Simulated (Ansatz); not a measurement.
A geometry of Mg away from equilibrium: the start of the relaxation of a relaxed Mg cell displaced along its unstable phonon at q = (½, 0, 0) of its primitive reciprocal cell (118i cm⁻¹), largest move 0.15 Å. Method: PBEsol (plane waves to 420 eV, PAW, scalar-relativistic; Ansatz, an electronic-structure program). Γ-centred k-mesh 6×12×11 on the run's cell (coarser than for final values), Fermi–Dirac smearing 0.05 eV.

```xyz
2
Lattice="6.1421 0.0000 0.0000 -1.5355 2.6596 0.0000 0.0000 0.0000 3.0606" Properties=species:S:1:pos:R:3 pbc="T T T"
Mg     0.0000     0.0000     0.1500
Mg     1.5355     2.6596    -0.1500
```

**Question.** What forces act on the atoms (eV/Å)?

**Answer.** 
| atom | Fx | Fy | Fz |
|---|---|---|---|
| Mg1 | 0.00 | 0.00 | 0.18 |
| Mg2 | 0.00 | 0.00 | -0.18 |

**Question.** What is the pressure?

**Answer.** -0.2 GPa, compression positive.

**Question.** How much energy per atom can still be gained by relaxing?

**Answer.** 0.21 eV/atom; the path ends in Fm-3m (No. 225) (fcc (Cu type)).

No spin polarisation in the result.

The run could not lose the symmetry of its start: the end is stationary, and may be a saddle point rather than a minimum.

The end of the path is a generated cell of Mg: the first start was made by placing the elements on the sites of a structure type, and the end was not matched to a known phase here, so it may be hypothetical. Known forms of Mg include space group No. 194.
